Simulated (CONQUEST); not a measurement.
Input and output of a self-consistent single point for YSi (P1, 8 atoms in the cell; from Materials Project mp-9972, changed as shown) (CONQUEST).

Method: LDA (PW92), numerical atomic orbitals double-zeta with polarisation (the shipped basis), PseudoDojo norm-conserving potentials made for LDA in CONQUEST.

The change in words: atoms moved at random. Reference geometry (Cmcm):
```
YSi
1.0
    4.28660     0.00000     0.00000
    0.00000    10.56755     0.00000
    0.00000     0.00000     3.83365
Y Si
4 4
Direct
  0.50000   0.35937   0.75000
  0.00000   0.14063   0.25000
  0.00000   0.85937   0.75000
  0.50000   0.64063   0.25000
  0.50000   0.07552   0.75000
  0.00000   0.42448   0.25000
  0.00000   0.57552   0.75000
  0.50000   0.92448   0.25000
```

Reference input (self-consistent single point, DFT, LDA (PW92), numerical atomic orbitals double-zeta with polarisation (the shipped basis), PseudoDojo norm-conserving potentials made for LDA): basis = DZP; Diag.MPMeshX, Y, Z = 6 2 6; potentials = PseudoDojo norm-conserving LDA; Grid.GridCutoff = 140 Ha; DM.SolutionMethod = diagon; Diag.kT = 0.003675 Ha; Diag.GammaCentred = true; minE.SCTolerance = 1.0e-06; SC.MaxIters = 100; SC.LinearMixingFactor = 0.5; SC.KerkerPreCondition = true; SC.KerkerFactor = 0.5 1/bohr. This run's input differs from it in these lines:

```diff
@@ -37,10 +37,10 @@
 8
-    2.143300000     3.797660444     2.875237500  1 T T T
-    0.000000000     1.486114557     0.958412500  1 T T T
-    0.000000000     9.081435444     2.875237500  1 T T T
-    2.143300000     6.769889557     0.958412500  1 T T T
-    2.143300000     0.798061376     2.875237500  2 T T T
-    0.000000000     4.485713624     0.958412500  2 T T T
-    0.000000000     6.081836376     2.875237500  2 T T T
-    2.143300000     9.769488624     0.958412500  2 T T T
+    2.118733495     3.739433243     2.871058821  1 T T T
+    0.010789372     1.494589732     0.897445964  1 T T T
+    0.046175255     9.004524815     2.923579827  1 T T T
+    2.162353937     6.810912786     0.897756490  1 T T T
+    2.126067868     0.760895303     2.875195330  2 T T T
+    4.268622000     4.571057158     1.032206429  2 T T T
+    4.271283978     6.098089268     2.904584091  2 T T T
+    2.142369808     9.790697697     0.932776882  2 T T T
```

Output (repeated stretches shortened):

```
    new_SC_potl: Starting.  Tolerance:  0.10000E-05

    PulayMixSC: Starting Pulay mixing, A_up =  0.500 A_dn =  0.500
    PulayMixSC: Spin non-polarised calculation.
    PulayMixSC: with Kerker preconditioning, q0 =  0.500
          Harris-Foulkes Energy            :     -4917.533408136189792 eV
          GroundState Energy (E-(1/2)TS)   :     -4917.623763275386409 eV
          Free Energy (E-TS)               :     -4917.714118414582117 eV
          DFT Total Energy                 :     -4915.640502979636040 eV
          Total number of electrons        :        60.000000000000426
   [... lines left out ...]
          Total number of electrons        :        60.000170127979949
    PulayMixSC: Pulay iteration    15 residual:              0.19564E-05
          Harris-Foulkes Energy            :     -4916.816412993095582 eV
          GroundState Energy (E-(1/2)TS)   :     -4916.909091195467226 eV
          Free Energy (E-TS)               :     -4917.001769397838871 eV
          DFT Total Energy                 :     -4916.816411578687621 eV
          Total number of electrons        :        60.000182083907070
    PulayMixSC: Pulay iteration    16 residual:              0.93756E-06
    PulayMixSC: Reached SCF tolerance of  0.93756E-06 after     16 iterations
      | Number of electrons      =        60.000182
      |* band energy as 2Tr[K.H] =     -1359.621585733834763 eV
      |  screened ion-ion energy =     -3493.850411477738362 eV
      |  Ha correction           =        25.038265384358610 eV
      |  XC correction           =       -88.382797891348247 eV
      | GS Energy as E-(1/2)TS   =     -4916.909091195467226 eV
      | Free Energy as E-TS      =     -4917.001769397838871 eV
      |* Harris-Foulkes energy   =     -4916.816412993095582 eV
      |* DFT total energy        =     -4916.816411578687621 eV
      |  estimated accuracy      =        -0.000001414407891 eV

    force: Forces on atoms (eV/A )
    force:  Atom   X              Y              Z
   [... lines left out ...]
    force: Maximum force :        0.68326322(eV/A ) on atom         6 in y direction
   [... lines left out ...]
    force: Force Residual:        0.60574663 eV/A
    force: Total stress:          5.10697961     0.04533039     0.01184787 GPa
                             0.04533039     3.46343729    -0.54111355
                             0.01184787    -0.54111355     3.21292967
    force: Average pressure:     -3.92778219 GPa

    force: Finished force
    get_E_and_F: Change in energy during last step of electronic optimisation: -0.51591E-06
```

The run converged in 16 iterations. CONQUEST prints the stress tensor with tension positive. Against the reference run the free energy rises by 22.3 meV/atom, the pressure goes from -4.16 to -3.93 GPa and the largest force goes from 0.136 to 0.880 eV/Å.

The program uses no crystal symmetry, so grid and mesh can part values that symmetry would make equal. The atom-centred basis is finite, which shifts total energies, pressures and forces against plane waves. The structure comes from a collection of computed structures, made at another level of theory; the collection holds predicted forms beside known ones. No clean gap shows at this smearing width and mesh (spacing up to 0.30 Å⁻¹); the mesh is coarse for partly filled bands, so the values carry mesh errors.

Cost on one core: roughly 5 core-minutes.
